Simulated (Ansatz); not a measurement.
Two states of FeCuSO

```
CELL_PARAMETERS angstrom
3.78143 0.00000 0.00000
0.00000 3.78143 0.00000
0.00000 0.00000 8.55346
ATOMIC_POSITIONS crystal
Cu 0.75000 0.25000 0.50000
Cu 0.25000 0.75000 0.50000
S 0.25000 0.25000 0.34420
S 0.75000 0.75000 0.65580
Fe 0.25000 0.75000 0.00000
Fe 0.75000 0.25000 0.00000
O 0.25000 0.25000 0.92560
O 0.75000 0.75000 0.07440
```

The numbers come from plane-wave PAW DFT (Ansatz): PBE, with U_eff = 1.2 eV on Cu d, U_eff = 2.67 eV on Fe d (all-electron-ortho-atomic projectors), 420 eV, 6×6×3 Γ-centred k points, fermi-dirac occupations (width 0.1 eV). Nothing was relaxed.

State A: Fe5 down, Fe6 up (collinear spin). State B: Fe5 up, Fe6 up, O7 up, O8 up (collinear spin).

Question: Compare the two self-consistent states.

Answer: State A is lower by 29.2 meV an atom at zero smearing.

| state | free energy (meV/atom) | largest moment in a small sphere (μB) | net moment (μB/cell) | gap on mesh (eV) | pressure (GPa) | largest force (eV/Å) |
| --- | --- | --- | --- | --- | --- | --- |
| A | 0.0 | 3.28 | 0.00 | metal | 4.0 | 0.05 |
| B | 29.5 | 3.43 | 8.55 | metal | 4.4 | 0.25 |

Origin: a database entry at a rescaled volume. Caveats: another magnetic order, which this cell may not hold, can open a gap.
